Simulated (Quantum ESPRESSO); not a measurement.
## AlMg2S3F (one run as intended and one with a planted mistake)

Computed values, not a measurement. The program is pw.x of Quantum ESPRESSO 7.5 (plane-wave density functional theory). The cell is made up: 7 atoms on a wurtzite lattice with one site empty, with randomly drawn elements, strain and displacements, not relaxed. PseudoDojo standard norm-conserving files (v0.5 for PBE, v0.4.1 for LDA and PBEsol) set the functional; there is no spin polarisation, spin-orbit coupling or dispersion term, and the masses in the input are unused placeholders.

Intended input:

```
&control calculation='scf', pseudo_dir='./dojo.nc.sr.pbe.v0_5.standard.upf', outdir='./o', disk_io='low', tprnfor=.true., tstress=.true. /
&system ibrav=0, nat=7, ntyp=4, nbnd=30, ecutwfc=84.00895049, nosym=.true., tot_charge=0,
 occupations='smearing', smearing='fd', degauss=0.0018374661
/
&electrons conv_thr=7.350e-09, electron_maxstep=60, /
ATOMIC_SPECIES
Al 1.0 Al.upf
F 1.0 F.upf
Mg 1.0 Mg.upf
S 1.0 S.upf
CELL_PARAMETERS angstrom
3.9353 -0.0579 0.021
-0.1002 6.7089 -0.0063
0.0343 -0.0059 6.2864
ATOMIC_POSITIONS angstrom
Al 0.0404 0.0781 -0.039
Mg 1.9124 3.2077 -0.1262
Mg 1.8774 1.1583 3.1249
S 0.024 -0.0316 2.4078
F 1.9522 3.4464 2.3537
S 1.9487 1.1809 5.5195
S 0.03 4.5169 5.5613
K_POINTS automatic
5 4 4 1 1 1
```

The log is shortened where brackets say so; the opening notice, blank lines, dates and the lines on written files are dropped, and the path of the files is cut. It prints rydbergs, bohrs and kilobars, and counts compression as positive stress. Where no state is partly filled, the Fermi energy that it prints is only some level between the filled and the empty states on the mesh, and need not lie in the true gap.

Log of the intended run:

```
     Program PWSCF v.7.5
     Parallel version (MPI & OpenMP), running on       4 processor cores
     Number of MPI processes:                 4
     Threads/MPI process:                     1
     [start-up lines left out]
     bravais-lattice index     =            0
     lattice parameter (alat)  =       7.4375  a.u.
     unit-cell volume          =    1119.7456 (a.u.)^3
     number of atoms/cell      =            7
     number of atomic types    =            4
     number of electrons       =        48.00
     number of Kohn-Sham states=           30
     kinetic-energy cutoff     =      84.0090  Ry
     charge density cutoff     =     336.0358  Ry
     scf convergence threshold =      7.3E-09
     mixing beta               =       0.7000
     number of iterations used =            8  plain     mixing
     Exchange-correlation= PBE
                           (   1   4   3   4   0   0   0)
     [axes and pseudopotential details left out]
   Cartesian axes
     site n.     atom                  positions (alat units)
         1        Al     tau(   1) = (   0.0102648   0.0198436  -0.0099091  )
         2        Mg     tau(   2) = (   0.4859009   0.8150096  -0.0320648  )
         3        Mg     tau(   3) = (   0.4770081   0.2942998   0.7939718  )
         4        S      tau(   4) = (   0.0060979  -0.0080289   0.6117717  )
         5        F      tau(   5) = (   0.4960133   0.8756583   0.5980260  )
         6        S      tau(   6) = (   0.4951240   0.3000420   1.4023897  )
         7        S      tau(   7) = (   0.0076224   1.1476500   1.4130102  )
     number of k points=    40  Fermi-Dirac smearing, width (Ry)=  0.0018
                       cart. coord. in units 2pi/alat
        k(    1) = (   0.1006993   0.0749084   0.0777807), wk =   0.0500000
        k(    2) = (   0.0998660   0.0750429   0.2343051), wk =   0.0500000
     [further k points left out]
     Dense  grid:   116523 G-vectors     FFT dimensions: (  45,  75,  72)
     Estimated max dynamical RAM per process >     204.32 MB
     Estimated total dynamical RAM >     731.92 MB
     Initial potential from superposition of free atoms
     starting charge      47.9958, renormalised to      48.0000
     Starting wfcs are   30 randomized atomic wfcs
     total cpu time spent up to now is        2.3 secs
     per-process dynamical memory:   146.8 Mb
     Self-consistent Calculation
     iteration #  1     ecut=    84.01 Ry     beta= 0.70
     Davidson diagonalization with overlap
     ethr =  1.00E-02,  avg # of iterations =  4.9
     total cpu time spent up to now is        6.7 secs
     total energy              =    -357.70739125 Ry
     estimated scf accuracy    <       0.78070571 Ry
     iteration #  2     ecut=    84.01 Ry     beta= 0.70
     Davidson diagonalization with overlap
     ethr =  1.63E-03,  avg # of iterations =  4.3
     total cpu time spent up to now is       11.0 secs
     total energy              =    -357.19894334 Ry
     estimated scf accuracy    <       3.21169042 Ry
     [iterations 3 to 10 left out]
     iteration # 11     ecut=    84.01 Ry     beta= 0.70
     Davidson diagonalization with overlap
     ethr =  1.02E-09,  avg # of iterations =  2.0
     total cpu time spent up to now is       43.7 secs
     total energy              =    -358.03234505 Ry
     estimated scf accuracy    <       0.00000003 Ry
     iteration # 12     ecut=    84.01 Ry     beta= 0.70
     Davidson diagonalization with overlap
     ethr =  5.87E-11,  avg # of iterations =  3.2
     total cpu time spent up to now is       47.4 secs
     End of self-consistent calculation
     [lines on levels left out]
     the Fermi energy is     3.2665 ev
!    total energy              =    -358.03234505 Ry
     estimated scf accuracy    <          1.6E-09 Ry
     smearing contrib. (-TS)   =      -0.00000000 Ry
     internal energy E=F+TS    =    -358.03234505 Ry
     The total energy is F=E-TS. E is the sum of the following terms:
     one-electron contribution =    -269.01485825 Ry
     hartree contribution      =     140.19243163 Ry
     xc contribution           =     -63.80648884 Ry
     ewald contribution        =    -165.40342960 Ry
     convergence has been achieved in  12 iterations
     Forces acting on atoms (cartesian axes, Ry/au):
     atom    1 type  1   force =    -0.01675085   -0.08312324    0.06867295
     atom    2 type  3   force =     0.00926614    0.17652995    0.10601963
     atom    3 type  3   force =     0.03369726    0.06050938   -0.06254266
     atom    4 type  4   force =    -0.03447205    0.01252643   -0.06133853
     atom    5 type  2   force =    -0.00271907   -0.08300427   -0.03139379
     atom    6 type  4   force =     0.02323420   -0.13086507   -0.01579400
     atom    7 type  4   force =    -0.01225563    0.04742682   -0.00362360
     Total force =     0.310518     Total SCF correction =     0.000063
     Computing stress (Cartesian axis) and pressure
          total   stress  (Ry/bohr**3)                   (kbar)     P=      -17.10
   0.00002192   0.00011244   0.00001198            3.22       16.54        1.76
   0.00011244  -0.00006960   0.00018034           16.54      -10.24       26.53
   0.00001198   0.00018034  -0.00030106            1.76       26.53      -44.29
     init_run     :      2.13s CPU      2.21s WALL (       1 calls)
     electrons    :     45.01s CPU     45.16s WALL (       1 calls)
     forces       :      0.67s CPU      0.67s WALL (       1 calls)
     stress       :      2.27s CPU      2.27s WALL (       1 calls)
     [timing details left out]
     PWSCF        :     50.21s CPU     50.46s WALL
     JOB DONE.
```

A second run has one planted mistake: the smearing is too wide. The input lines that differ, file-writing options aside:

```
- &system ibrav=0, nat=7, ntyp=4, nbnd=30, ecutwfc=84.00895049, nosym=.true., tot_charge=0,
+ &system ibrav=0, nat=7, ntyp=4, nbnd=48, ecutwfc=84.00895049, nosym=.true., tot_charge=0,
-  occupations='smearing', smearing='fd', degauss=0.0018374661
+  occupations='smearing', smearing='fd', degauss=0.0286644713
```

Its log:

```
     Program PWSCF v.7.5
     Parallel version (MPI & OpenMP), running on       4 processor cores
     Number of MPI processes:                 4
     Threads/MPI process:                     1
     [start-up lines left out]
     bravais-lattice index     =            0
     lattice parameter (alat)  =       7.4375  a.u.
     unit-cell volume          =    1119.7456 (a.u.)^3
     number of atoms/cell      =            7
     number of atomic types    =            4
     number of electrons       =        48.00
     number of Kohn-Sham states=           48
     kinetic-energy cutoff     =      84.0090  Ry
     charge density cutoff     =     336.0358  Ry
     scf convergence threshold =      7.3E-09
     mixing beta               =       0.7000
     number of iterations used =            8  plain     mixing
     Exchange-correlation= PBE
                           (   1   4   3   4   0   0   0)
     [axes and pseudopotential details left out]
   Cartesian axes
     site n.     atom                  positions (alat units)
         1        Al     tau(   1) = (   0.0102648   0.0198436  -0.0099091  )
         2        Mg     tau(   2) = (   0.4859009   0.8150096  -0.0320648  )
         3        Mg     tau(   3) = (   0.4770081   0.2942998   0.7939718  )
         4        S      tau(   4) = (   0.0060979  -0.0080289   0.6117717  )
         5        F      tau(   5) = (   0.4960133   0.8756583   0.5980260  )
         6        S      tau(   6) = (   0.4951240   0.3000420   1.4023897  )
         7        S      tau(   7) = (   0.0076224   1.1476500   1.4130102  )
     number of k points=    40  Fermi-Dirac smearing, width (Ry)=  0.0287
                       cart. coord. in units 2pi/alat
        k(    1) = (   0.1006993   0.0749084   0.0777807), wk =   0.0500000
        k(    2) = (   0.0998660   0.0750429   0.2343051), wk =   0.0500000
     [further k points left out]
     Dense  grid:   116523 G-vectors     FFT dimensions: (  45,  75,  72)
     Estimated max dynamical RAM per process >     264.59 MB
     Estimated total dynamical RAM >     973.00 MB
     Initial potential from superposition of free atoms
     starting charge      47.9958, renormalised to      48.0000
     Starting wfcs are   30 randomized atomic wfcs +   18 random wfcs
     total cpu time spent up to now is        2.9 secs
     per-process dynamical memory:   191.9 Mb
     Self-consistent Calculation
     iteration #  1     ecut=    84.01 Ry     beta= 0.70
     Davidson diagonalization with overlap
     ethr =  1.00E-02,  avg # of iterations =  7.5
     total cpu time spent up to now is       12.1 secs
     total energy              =    -357.74722018 Ry
     estimated scf accuracy    <       0.74095329 Ry
     iteration #  2     ecut=    84.01 Ry     beta= 0.70
     Davidson diagonalization with overlap
     ethr =  1.54E-03,  avg # of iterations =  2.8
     total cpu time spent up to now is       17.7 secs
     total energy              =    -357.24995307 Ry
     estimated scf accuracy    <       3.12877570 Ry
     [iterations 3 to 10 left out]
     iteration # 11     ecut=    84.01 Ry     beta= 0.70
     Davidson diagonalization with overlap
     ethr =  1.73E-10,  avg # of iterations =  2.7
     total cpu time spent up to now is       64.5 secs
     total energy              =    -358.03831821 Ry
     estimated scf accuracy    <       0.00000005 Ry
     iteration # 12     ecut=    84.01 Ry     beta= 0.70
     Davidson diagonalization with overlap
     ethr =  1.02E-10,  avg # of iterations =  2.0
     total cpu time spent up to now is       69.2 secs
     End of self-consistent calculation
     [lines on levels left out]
     the Fermi energy is     3.4607 ev
!    total energy              =    -358.03831822 Ry
     estimated scf accuracy    <          2.5E-09 Ry
     smearing contrib. (-TS)   =      -0.02333867 Ry
     internal energy E=F+TS    =    -358.01497955 Ry
     The total energy is F=E-TS. E is the sum of the following terms:
     one-electron contribution =    -268.96581597 Ry
     hartree contribution      =     140.15642323 Ry
     xc contribution           =     -63.80215721 Ry
     ewald contribution        =    -165.40342960 Ry
     convergence has been achieved in  12 iterations
     Forces acting on atoms (cartesian axes, Ry/au):
     atom    1 type  1   force =    -0.01649132   -0.07375132    0.06262546
     atom    2 type  3   force =     0.00899022    0.17102916    0.10328591
     atom    3 type  3   force =     0.03343915    0.05859690   -0.05869833
     atom    4 type  4   force =    -0.03414783    0.01172164   -0.05910479
     atom    5 type  2   force =    -0.00265710   -0.08081236   -0.03106627
     atom    6 type  4   force =     0.02267981   -0.13103374   -0.01462536
     atom    7 type  4   force =    -0.01181294    0.04424973   -0.00241663
     Total force =     0.299886     Total SCF correction =     0.000068
     Computing stress (Cartesian axis) and pressure
          total   stress  (Ry/bohr**3)                   (kbar)     P=      -13.49
   0.00006023   0.00010745   0.00001463            8.86       15.81        2.15
   0.00010745  -0.00004227   0.00018042           15.81       -6.22       26.54
   0.00001463   0.00018042  -0.00029313            2.15       26.54      -43.12
     init_run     :      2.67s CPU      2.79s WALL (       1 calls)
     electrons    :     66.14s CPU     66.41s WALL (       1 calls)
     forces       :      0.80s CPU      0.80s WALL (       1 calls)
     stress       :      2.75s CPU      2.75s WALL (       1 calls)
     [timing details left out]
     PWSCF        :   1m12.47s CPU   1m12.89s WALL
     JOB DONE.
```

|  | intended run | run with the mistake |
| --- | --- | --- |
| free energy (eV) | -4871.278 | -4871.359 |
| smearing term -TS (eV) | 0.0000 | -0.3175 |
| pressure (GPa) | -1.71 | -1.35 |
| largest force component (eV/Å) | 4.539 | 4.397 |
| largest change of a force component (eV/Å) |  | 0.241 |
| iterations | 12 | 12 |

For scale, a rerun of the intended cell at 1437 eV and a 7 x 6 x 6 mesh moved values by no more than 0.002 eV in energy, 0.03 GPa in stress and 0.004 eV/Å in force. The number of bands, nbnd, was set by rule from the electron count and the smearing, so it follows the mistake.